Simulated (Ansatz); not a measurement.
**Quadrupolar parameters in Li3VO4**

The cell is a Materials Project structure (computed, not necessarily an observed phase).

Space group Pmn2_1 (No. 31); a = 6.2807, b = 5.4150, c = 4.9145 Å.

| site | Wyckoff | site symmetry | x | y | z |
| --- | --- | --- | --- | --- | --- |
| Li1 | 4b | 1 | 0.2471 | 0.6675 | 0.0099 |
| Li5 | 2a | m.. | 0.5000 | 0.1660 | 0.0116 |
| V | 2a | m.. | 0.0000 | 0.1694 | 0.0010 |
| O9 | 4b | 1 | 0.2261 | 0.3202 | 0.1111 |
| O10 | 2a | m.. | 0.0000 | 0.1724 | 0.6514 |
| O14 | 2a | m.. | 0.5000 | 0.1331 | 0.6098 |

One atom of each set is listed.

Method: Kohn–Sham DFT in Ansatz, PBE, plane waves and PAW, scalar-relativistic, 420 eV cutoff, Γ-centred 4×4×5 k-points, Fermi–Dirac smearing 0.02 eV.

C_Q = eQV_zz/h, which is 24.18 MHz for Q = 1 b and V_zz = 10²¹ V/m²; η = (V_xx − V_yy)/V_zz.

Li-6: I = 1, Q = -0.8080 mb; V-51: I = 7/2, Q = -52.00 mb; O-17: I = 5/2, Q = -25.58 mb. Nuclear quadrupole moments: year-2017 set (Pyykkö).

```csv
site,atoms,first shell,V_zz (10²¹ V/m²),η,C_Q (MHz)
Li1,4,4 O at 1.94–1.97 Å; also 1 O at 2.96 Å,-0.038,0.49,0.001
Li5,2,4 O at 1.96–1.98 Å; also 1 O at 2.95 Å,-0.060,0.45,0.001
V,2,4 O at 1.72–1.73 Å,1.18,0.03,-1.48
O9,4,"1 V at 1.73 Å, 3 Li at 1.95–1.97 Å; also 1 Li at 2.96 Å",1.86,0.07,-1.15
O10,2,"1 V at 1.72 Å, 3 Li at 1.94–1.96 Å",2.03,0.21,-1.25
O14,2,"1 V at 1.72 Å, 3 Li at 1.95–1.98 Å; also 1 Li at 2.95 Å",1.78,0.35,-1.10
```

At O9, O10 and O14 V_zz points along its shortest bond, to V (within 4°) in each case.

With these PAW files V_zz is typically within 2 to 3 % of all-electron values, but misses above 10 % occur on Li.
